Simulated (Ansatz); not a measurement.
The elements of this relaxed trial crystal are hidden behind letters.

```
lattice vectors (Å)
   7.0588    0.0000    0.0000
  -3.5294    6.1131    0.0000
   0.0000    0.0000    4.3818
fractional positions
X 0.0000 0.0000 0.0000
Z 0.3340 0.0000 0.5000
Z 0.6660 0.6660 0.5000
Z 0.0000 0.3340 0.5000
Z 0.3333 0.6667 0.0000
Z 0.6667 0.3333 0.0000
```

Theory: DFT PBE, scalar-relativistic, plane waves, PAW (Ansatz 0.2.0). Settings of the last relaxation (6-atom cell): 420 eV, 6×6×8 k points, Gaussian smearing of 0.10 eV, no spin polarisation.

* Space group: P-62m (No. 189)
* Conventional cell: a = 7.059 Å, c = 4.382 Å
* Volume per atom: 31.51 Å³
* Density: 6.65 g/cm³
* Formation energy: +0.11 eV/atom
* Gap on the 6×6×8 mesh of the 6-atom cell: 0 eV (a metal)

Energies are uncorrected and count from the elements' standard states at the same level.

Task: X is a p-block element of period 5 and Z is a p-block element of period 5. Which elements are they?

Result: X = Sn, Z = Te, so the formula is SnTe5. Density times volume gives a mean mass of 6.65 × 31.51/1.6605 = 126.2 u per atom, and this set has 126.1 u. Sn is surrounded by 6 Te at 3.22 Å; around Te on a site of symmetry m2m lie 4 Te at 3.21 Å and 2 Sn at 3.22 Å; Te on a site of symmetry -6 has 6 Te at 3.21 Å. Other sets within the hints have nearly the same mass, so mass alone doesn't settle it; this one was computed.

Spin–orbit coupling, which can matter for Te, is left out. A structure relaxed within its symmetry needn't be a true minimum. Another cell of SnTe5 relaxed alike, in R32, lies 25 meV/atom lower, so this cell isn't the stable form at this level.
